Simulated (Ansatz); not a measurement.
LuZn (CsCl type, space group No. 221), PBEsol in the plane-wave PAW code Ansatz, all energies at zero smearing, with the estimated change up to a 700 eV cutoff added, with one set of potentials and settings (totals compare only within such a set). Cell of 2 atoms (1 Lu, 1 Zn): -17893.065 eV.

| element | reference phase | E (eV/atom) |
|---|---|---|
| Lu | P6_3/mmc, 2 atoms in the cell | -14611.4863 |
| Zn | P6_3/mmc, 2 atoms in the cell | -3280.9077 |

Formation energy per atom, worked out: (-17893.065 − 1×(-14611.4863) − 1×(-3280.9077))/2 = -0.336 eV/atom (-32 kJ per mol of atoms), at 0 K, without zero-point energy or fitted corrections.

Space group Pm-3m (CsCl type). The workflow started from an entry of the Crystallography Open Database (COD). Whether it is the stable phase at ambient conditions was not checked. The cell was relaxed with PBEsol under the symmetry of its start; of distortions, only those at the zone centre were tested. The references are the lowest solids computed at this level, not always the standard phases. Spin–orbit coupling is left out wherever it is not named.

Potentials: the later of the program's two PAW sets.
